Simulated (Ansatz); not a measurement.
An Ansatz input:

```yaml
crystal:
  lattice:
    - [0.0, 2.5412510507, 2.5412510507]
    - [2.5412510507, 0.0, 2.5412510507]
    - [2.5412510507, 2.5412510507, 0.0]
  atoms:
    - { symbol: Mn, position: [0.125, 0.125, 0.125] }
    - { symbol: Mn, position: [0.875, 0.875, 0.875] }
hamiltonian:
  xc: blyp
  pseudopotentials:
    kind: paw
    azcp:
      Mn: "pseudopotentials/Mn.paw.azcp"
basis:
  ecutwfc: 420
  fft_grid_basis: typed
kpoints:
  mp_grid: { grid: [12, 12, 12], shift: [0, 0, 0] }
magnetization:
  spin_polarized: false
scf:
  occupations: { method: fermi_dirac, width: 0.1 }
  lower_state_search: "off"
output:
  stress: true
```

and its output:

```
Engine: ansatz 0.2.0, aarch64-unknown-linux-gnu
Pseudopotentials: kind: paw
Pseudopotential: Mn, paw, valence charge 15, recommended cutoff 420 eV (normal) 
Functional definition: BLYP
  parameter beta = 0.0042
  parameter a = 0.04918
  parameter b = 0.132
  parameter c = 0.2533
  parameter d = 0.349
  exchange = b88_x(beta = beta)
  correlation = lyp_c(a = a, b = b, c = c, d = d)
Crystal: 2 atoms, lattice volume = 32.823 Å³
Basis set: ecut = 420 eV, 645 PW (Γ), exchange–correlation on 50×50×50 points (8 copies of the dense FFT grid, shifted against one another)
Bands: 19, of which v1, the nominal top of the filled ones, is band 15 counted from 1 (14 counted from 0)
Symmetry: 48 space group operations
Space group: Fd-3m (ITA 227), of the structure as read, at distance tolerance 3.2e-5 Å
k-points: 72 of 1728
Non-local potential: Mn, projectors of the file, l = 0: 3, l = 1: 2, l = 2: 3, l = 3: 1
PAW form: soft (Blöchl's): semilocal exchange-correlation on the pseudo side does not see the compensation charge
PAW frozen core: Mn, regenerated for the run's functional, and the local potential with it (the file was generated under x = pbe(κ = 0.804, μ = 0.2195149727645171), c = pbe(β = 0.06672455060314922))
PAW one-centre angular grid: Mn, 590 points (default); XC on 64 Gauss nodes
Initial density: superposition of atomic densities (neutral atoms: chi_scale 0, normalization atom), corrected by the library's trained network
Initial wavefunctions: pseudopotential atomic-orbital guess
Functional: x = b88, c = lyp
SCF iter   1: F=—  HF=-7810.142007 eV  |F-HF|=—  |Δ(HF+E_count)|=         —  Δρ=2.12e-2  dr2=1.41e-1  ethr=1.77e-3  ⟨swp⟩=3.1  Hψ=5125  notcnv=0
SCF iter   2: F=—  HF=-7810.118243 eV  |F-HF|=—  |Δ(HF+E_count)|=   2.38e-2  Δρ=5.95e-3  dr2=1.64e-2  ethr=4.71e-4  ⟨swp⟩=2.0  Hψ=2153  notcnv=0
SCF iter   3: F=—  HF=-7810.115174 eV  |F-HF|=—  |Δ(HF+E_count)|=   3.07e-3  Δρ=2.75e-3  dr2=3.69e-3  ethr=5.47e-5  ⟨swp⟩=1.7  Hψ=1497  notcnv=0
SCF iter   4: F=—  HF=-7810.114541 eV  |F-HF|=—  |Δ(HF+E_count)|=   6.32e-4  Δρ=9.89e-4  dr2=2.01e-4  ethr=1.23e-5  ⟨swp⟩=2.0  Hψ=1885  notcnv=0
SCF iter   5: F=—  HF=-7810.114556 eV  |F-HF|=—  |Δ(HF+E_count)|=   1.48e-5  Δρ=2.54e-4  dr2=2.40e-5  ethr=6.71e-7  ⟨swp⟩=2.0  Hψ=1962  notcnv=0
SCF iter   6: F=—  HF=-7810.114558 eV  |F-HF|=—  |Δ(HF+E_count)|=   1.94e-6  Δρ=4.95e-5  dr2=6.14e-7  ethr=8.00e-8  ⟨swp⟩=2.0  Hψ=1965  notcnv=0
SCF iter   7: F=-7810.114559 eV  HF=-7810.114559 eV  |F-HF|=5.91e-8  |Δ(HF+E_count)|=   1.09e-6  Δρ=1.74e-5  dr2=6.69e-8  ethr=3.33e-10  ⟨swp⟩=4.2  Hψ=4989  notcnv=0
SCF 1 converged in 7 iterations: F = -7810.114559 eV  dr2 = 6.69e-8
SCF converged after 7 iterations
Free energy (F): -7810.114559 eV
Harris-Foulkes:  -7810.114559 eV  (|F-HF|=5.91e-8)
Internal energy: -7810.039155 eV  (E = F + TS)
E sigma→0 (E₀):  -7810.076857 eV
Entropy (-TS):   -0.075405 eV (-37.702 meV/atom)
Fermi energy:    12.173451 eV
--- Per-component energies (eV) ---
  E_band       = -540.590263
  E_kinetic    = 616.285080
  E_local      = -4504.611801  (includes V_loc(G=0)·N_el)
  E_nonlocal   = 479.632432
  E_hartree    = 1874.866115
  E_xc         = -224.380618
  E_vxc        = -286.269780  (∫ρ·V_xc dr)
  E_paw        = -2617.956680  (= ΣΔE_a)
  E_vpaw       = -595.374698  (= ΣTr[D̂ρ^β])
  E_aug_tail   = -0.000019  (compensation charges beyond the density's cutoff)
  E_ewald      = -3433.898427
  E_core_change = 0.024765  (= ΣΔE_core)
  E_smearing   = -0.075405  (= −TS)
  E_closure    = 0.000000  (closes the sum)
  Σ components = -7810.114559   (vs F -7810.114559, Δ=0.00e0)
--- Stress (GPa, compression-positive) ---
       -4.696061       0.000000       0.000000
        0.000000      -4.696061       0.000000
        0.000000      -0.000000      -4.696061
  P = ⅓ Tr σ = -4.6961 GPa (-46.961 kbar)
```
